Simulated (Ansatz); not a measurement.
Input, command and steps of an Ansatz relaxation.

```yaml
crystal:
  lattice:
    - [3.6340992028, 0.0, 0.0]
    - [-1.8170496014, 3.1472222295, 0.0]
    - [0.0, 0.0, 5.654068049]
  atoms:
    - { symbol: Li, position: [0.0, 0.0, 0.0] }
    - { symbol: Li, position: [0.3333333333, 0.6666666667, 0.645] }
    - { symbol: Li, position: [0.6666666667, 0.3333333333, 0.355] }
    - { symbol: Si, position: [0.3333333333, 0.6666666667, 0.245] }
    - { symbol: Si, position: [0.6666666667, 0.3333333333, 0.755] }
basis:
  ecutwfc: 420
kpoints:
  mp_grid: { grid: [6, 6, 4] }
hamiltonian:
  xc: pbe
scf:
  occupations: { method: gaussian, width: 0.1 }
  lower_state_search: "off"
output:
  forces: true
  stress: true
  eigenvalues: true
relax:
  adjacent_minimum: "off"
  f_tol: 0.04
  max_steps: 70
  cell: { stress_tol: 0.4 }
```

```bash
ansatz run input.yaml --threads 1 --pin off --max-ram 2560MiB --backend cpu --events-out ev --progress --plain --runs-dir out
```

Computed with DFT PBE, scalar-relativistic, plane waves, PAW (Ansatz).

Of 8 frames 8 are shown, positions in Å and forces in eV/Å; the SCF threshold varies from step to step. Steps run on the plane waves of an earlier cell, with a Pulay correction in the pressure. The basis is chosen afresh for the last frame, the zero of the energies, and at times for earlier ones too; energy and pressure step there, also at an unchanged geometry.

```xyz
5
Lattice="3.6341 0.0000 0.0000 -1.8171 3.1472 0.0000 0.0000 0.0000 5.6541" Properties=species:S:1:pos:R:3:forces:R:3 pbc="T T T" step=1 free_energy_over_end_meV_per_atom=725.12 pressure_GPa=19.23
Li    0.0000    0.0000    0.0000    0.0000    0.0000    0.0000
Li    0.0000    2.0981    3.6469    0.0000    0.0000    0.1782
Li    1.8171    1.0491    2.0072    0.0000    0.0000   -0.1782
Si    0.0000    2.0981    1.3852    0.0000    0.0000   -2.2628
Si    1.8171    1.0491    4.2688    0.0000    0.0000    2.2628
5
Lattice="3.8132 0.0000 0.0000 -1.9066 3.3023 0.0000 0.0000 0.0000 5.5436" Properties=species:S:1:pos:R:3:forces:R:3 pbc="T T T" step=2 free_energy_over_end_meV_per_atom=456.56 pressure_GPa=10.13
Li    0.0000    0.0000    0.0000    0.0000    0.0000    0.0000
Li    0.0000    2.2015    3.6301    0.0000    0.0000    0.1483
Li    1.9066    1.1008    1.9134    0.0000    0.0000   -0.1483
Si    0.0000    2.2015    1.2406    0.0000    0.0000   -2.4582
Si    1.9066    1.1008    4.3030    0.0000    0.0000    2.4582
5
Lattice="3.9565 0.0000 0.0000 -1.9782 3.4264 0.0000 0.0000 0.0000 5.3921" Properties=species:S:1:pos:R:3:forces:R:3 pbc="T T T" step=3 free_energy_over_end_meV_per_atom=193.13 pressure_GPa=4.61
Li    0.0000    0.0000    0.0000    0.0000    0.0000    0.0000
Li    0.0000    2.2843    3.5574    0.0000    0.0000   -0.0439
Li    1.9782    1.1421    1.8347    0.0000    0.0000    0.0439
Si    0.0000    2.2843    1.0208    0.0000    0.0000   -2.1649
Si    1.9782    1.1421    4.3712    0.0000    0.0000    2.1649
5
Lattice="4.0320 0.0000 0.0000 -2.0160 3.4918 0.0000 0.0000 0.0000 5.2975" Properties=species:S:1:pos:R:3:forces:R:3 pbc="T T T" step=4 free_energy_over_end_meV_per_atom=45.88 pressure_GPa=2.95
Li    0.0000    0.0000    0.0000    0.0000    0.0000    0.0000
Li    0.0000    2.3279    3.4832    0.0000    0.0000   -0.3820
Li    2.0160    1.1639    1.8143    0.0000    0.0000    0.3820
Si    0.0000    2.3279    0.8192    0.0000    0.0000   -0.9059
Si    2.0160    1.1639    4.4783    0.0000    0.0000    0.9059
5
Lattice="4.0767 0.0000 0.0000 -2.0384 3.5306 0.0000 0.0000 0.0000 5.4136" Properties=species:S:1:pos:R:3:forces:R:3 pbc="T T T" step=5 free_energy_over_end_meV_per_atom=4.98 pressure_GPa=0.92
Li    0.0000    0.0000    0.0000    0.0000    0.0000    0.0000
Li    0.0000    2.3537    3.4223    0.0000    0.0000   -0.0240
Li    2.0384    1.1769    1.9913    0.0000    0.0000    0.0240
Si    0.0000    2.3537    0.6832    0.0000    0.0000    0.1138
Si    2.0384    1.1769    4.7304    0.0000    0.0000   -0.1138
5
Lattice="4.1350 0.0000 0.0000 -2.0675 3.5810 0.0000 0.0000 0.0000 5.3497" Properties=species:S:1:pos:R:3:forces:R:3 pbc="T T T" step=6 free_energy_over_end_meV_per_atom=1.85 pressure_GPa=0.17
Li    0.0000    0.0000    0.0000    0.0000    0.0000    0.0000
Li    0.0000    2.3873    3.3805    0.0000    0.0000   -0.0329
Li    2.0675    1.1937    1.9692    0.0000    0.0000    0.0329
Si    0.0000    2.3873    0.6808    0.0000    0.0000    0.0495
Si    2.0675    1.1937    4.6689    0.0000    0.0000   -0.0495
5
Lattice="4.1534 0.0000 0.0000 -2.0767 3.5970 0.0000 0.0000 0.0000 5.3230" Properties=species:S:1:pos:R:3:forces:R:3 pbc="T T T" step=7 free_energy_over_end_meV_per_atom=1.54 pressure_GPa=0.00
Li    0.0000    0.0000    0.0000    0.0000    0.0000    0.0000
Li    0.0000    2.3980    3.3575    0.0000    0.0000   -0.0070
Li    2.0767    1.1990    1.9656    0.0000    0.0000    0.0070
Si    0.0000    2.3980    0.6812    0.0000    0.0000   -0.0033
Si    2.0767    1.1990    4.6419    0.0000    0.0000    0.0033
5
Lattice="4.1534 0.0000 0.0000 -2.0767 3.5970 0.0000 0.0000 0.0000 5.3230" Properties=species:S:1:pos:R:3:forces:R:3 pbc="T T T" step=8 free_energy_over_end_meV_per_atom=0.00 pressure_GPa=0.10
Li    0.0000    0.0000    0.0000    0.0000    0.0000    0.0000
Li    0.0000    2.3980    3.3575    0.0000    0.0000   -0.0071
Li    2.0767    1.1990    1.9656    0.0000    0.0000    0.0071
Si    0.0000    2.3980    0.6812    0.0000    0.0000   -0.0031
Si    2.0767    1.1990    4.6419    0.0000    0.0000    0.0031
```

The start puts this composition into another compound's structure type, which needn't suit it. At the end the space group is P-3m1 (tolerance 0.05 Å).

The run took 15 s on 1 thread of Arm Neoverse V1 (shared host), peak memory 0.33 GiB.

The k mesh is coarse.